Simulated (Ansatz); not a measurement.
Cd₃AsI₃:
Space group Pm (No. 6); a = 7.460 Å, b = 4.562 Å, c = 7.838 Å, α = 90.00°, β = 90.13°, γ = 90.00°

```json
[
 {"atom": "Cd", "site": "1b", "symmetry": "m", "x": "0.6029", "y": "0.5000", "z": "0.8601"},
 {"atom": "Cd", "site": "1a", "symmetry": "m", "x": "0.0373", "y": "0.0000", "z": "0.6930"},
 {"atom": "Cd", "site": "1b", "symmetry": "m", "x": "0.0763", "y": "0.5000", "z": "0.1160"},
 {"atom": "As", "site": "1b", "symmetry": "m", "x": "0.9435", "y": "0.5000", "z": "0.8148"},
 {"atom": "I", "site": "1a", "symmetry": "m", "x": "0.9440", "y": "0.0000", "z": "0.3208"},
 {"atom": "I", "site": "1a", "symmetry": "m", "x": "0.4405", "y": "0.0000", "z": "0.6741"},
 {"atom": "I", "site": "1b", "symmetry": "m", "x": "0.4474", "y": "0.5000", "z": "0.1879"}
]
```

Relaxed with r²SCAN.

Q: Tabulate the valence density and the electron localisation function along the shortest Cd–I contact (2.82 Å), plane-wave PAW r²SCAN (Ansatz code).

A: 

```
distance from Cd (Å)  density (e/Å³)   ELF
--------------------  --------------  ----
0.28                           19.01  0.79
0.42                           12.57  0.66
0.56                            7.00  0.54
0.71                            3.29  0.43
0.85                            1.39  0.31
0.99                            0.63  0.19
1.13                            0.39  0.14
1.27                            0.32  0.23
1.41                            0.34  0.48
1.55                            0.42  0.67
1.69                            0.56  0.69
1.83                            0.76  0.64
1.98                            1.01  0.59
2.12                            1.87  0.51
2.26                            4.85  0.37
2.40                            9.85  0.22
2.54                           14.77  0.15
```

The density is the valence pseudo-density with augmentation charge, so density and ELF within about 1 Å of a nucleus are not all-electron values.

The workflow started from a Materials Project entry (that database holds measured and hypothetical structures alike); the Crystallography Open Database copy checked does not list it. Whether it is the stable phase at ambient conditions was not checked. Symmetry was held in the r²SCAN relaxation; its stability against distortions is not shown here. Scalar-relativistic: spin–orbit coupling is off unless named, which matters more the heavier the elements.

Potentials: the later of the program's two PAW sets.
